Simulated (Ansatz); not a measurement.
ZnS:
```yaml
crystal:
  lattice:
    - [3.62436, 0.00000, 0.00000]
    - [-1.81218, 3.13878, 0.00000]
    - [0.00000, 0.00000, 5.91472]
  atoms:
    - { symbol: Zn, position: [0.00000, 0.00000, 0.00000] }
    - { symbol: Zn, position: [0.00000, 0.00000, 0.50000] }
    - { symbol: S, position: [0.33333, 0.66667, 0.25000] }
    - { symbol: S, position: [0.66667, 0.33333, 0.75000] }
```

Relaxed with PBE. Special points in fractions of this cell's reciprocal vectors: Γ (0.000, 0.000, 0.000); M (0.500, 0.000, 0.000); K (0.333, 0.333, 0.000); A (0.000, 0.000, 0.500); L (0.500, 0.000, 0.500); H (0.333, 0.333, 0.500).

### Question
List the band energies nearest the valence-band maximum at these points for PBE (plane waves, PAW; program Ansatz).

### Answer
In eV from the valence-band maximum; about four levels below and three above (degenerate sets whole), none deeper than 8.9 eV; points with the same levels are listed once.

| k | below | above |
|---|---|---|
| Γ | -0.69 -0.69 -0.55 -0.11 -0.11 | 1.41 3.61 6.60 6.60 |
| M | -3.62 -2.46 -1.98 -0.10 | 2.51 3.43 4.05 |
| K | -2.69 -2.69 -2.37 -2.37 | 0.40 5.85 7.41 7.41 |
| A | -0.35 -0.35 -0.35 -0.35 | 3.56 3.56 6.78 6.78 6.78 6.78 |
| L | -1.49 -1.49 -1.44 -1.44 | 2.08 2.08 5.55 5.55 |
| H | -4.01 -4.01 -0.36 -0.36 | 3.67 3.67 4.53 4.53 |

Space group P6_3/mmc (NiAs type). The start of the workflow was typed in or built on a structure type; neither database checked (COD, Materials Project) lists it. It is not the phase usual at ambient conditions (space group No. 186, 216). The cell was relaxed with PBE under the symmetry of its start; whether a distortion lowers the energy is not shown.

Potentials: the earlier of the program's two PAW sets.
